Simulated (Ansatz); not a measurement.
ZnNi, first-principles data

ZnNi:
```cif
data_NiZn
_chemical_formula_sum 'Zn1 Ni1'
_space_group_name_H-M_alt 'P 1'
_space_group_IT_number 1
_cell_length_a 2.68767
_cell_length_b 2.68767
_cell_length_c 3.20114
_cell_angle_alpha 90.000
_cell_angle_beta 90.000
_cell_angle_gamma 90.000
loop_
_space_group_symop_operation_xyz
  'x, y, z'
loop_
_atom_site_label
_atom_site_type_symbol
_atom_site_fract_x
_atom_site_fract_y
_atom_site_fract_z
_atom_site_occupancy
Zn1 Zn 0.50000 0.50000 0.50000 1
Ni1 Ni 0.00000 0.00000 0.00000 1
```

Space group P4/mmm (No. 123), L1₀ or tetragonal B2; conventional cell a = 2.6877 Å, b = 2.6877 Å, c = 3.2011 Å, α = 90.00°, β = 90.00°, γ = 90.00°.

Method: r²SCAN in the plane-wave PAW code Ansatz. Structure relaxed to zero pressure with the same functional. Other levels are named where they apply.

Cell and energy:

| Item | Value |
|---|---|
| Volume per atom | 11.56 Å³ |
| Density | 8.91 g/cm³ |
| Formation energy from the elements (no fitted shifts) | -24 kJ/mol of atoms |

Electronic structure:

| Item | Result |
|---|---|
| Electronic character | metallic (no gap) |
| Density of states at the Fermi level | 0.27 states/eV per atom (mean over ±0.08 eV) |

The workflow started from a Materials Project entry (that database holds measured and hypothetical structures alike); the Crystallography Open Database files this formula in space group No. 123, but the cells were not matched. Its standing as an ambient phase is unchecked. The r²SCAN relaxation kept the symmetry of its start; whether a distortion lowers the energy is not shown. No spin polarisation was allowed. Axis ratios of metals converge slowly with the k-mesh, so a and c are less sure than the volume. The references are the lowest solids computed at this level, not always the standard phases.

Potentials: the later of the program's two PAW sets.
